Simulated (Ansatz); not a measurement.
A: InAs (zinc blende), a = 6.1866 Å, b = 6.1866 Å, c = 6.1866 Å, α = 90.00°, β = 90.00°, γ = 90.00°
B: Ni (fcc, Cu type), a = 3.5188 Å, b = 3.5188 Å, c = 3.5188 Å, α = 90.00°, β = 90.00°, γ = 90.00°
C: CdTe (zinc blende), a = b = c = 6.6186 Å, α = β = γ = 90.00°

Scan: energy against volume (even scaling of the relaxed cell, symmetry kept). All come from one method, each on a k mesh of its own. All were relaxed with their symmetry unable to fall. At this level the bands of InAs touch or barely overlap; measurements give the solid a gap. Relaxed Ni ends ferromagnetic. Spin-orbit coupling is left out. The PAW data are Ansatz's earlier set. Other magnetic orders were not checked, so this need not be the ground state. (This holds for the magnetic or f-shell members.)

Q: Order them by bulk modulus (fitted) (highest first) at the level PBE (plane waves to 420 eV, PAW, scalar-relativistic; Ansatz, a quantum-chemistry and plane-wave program).

A: B (197 GPa), A (48.3 GPa), C (35.0 GPa)

(A scan under strain: stresses follow from slopes of the energy per volume, elastic moduli from its curvatures.)
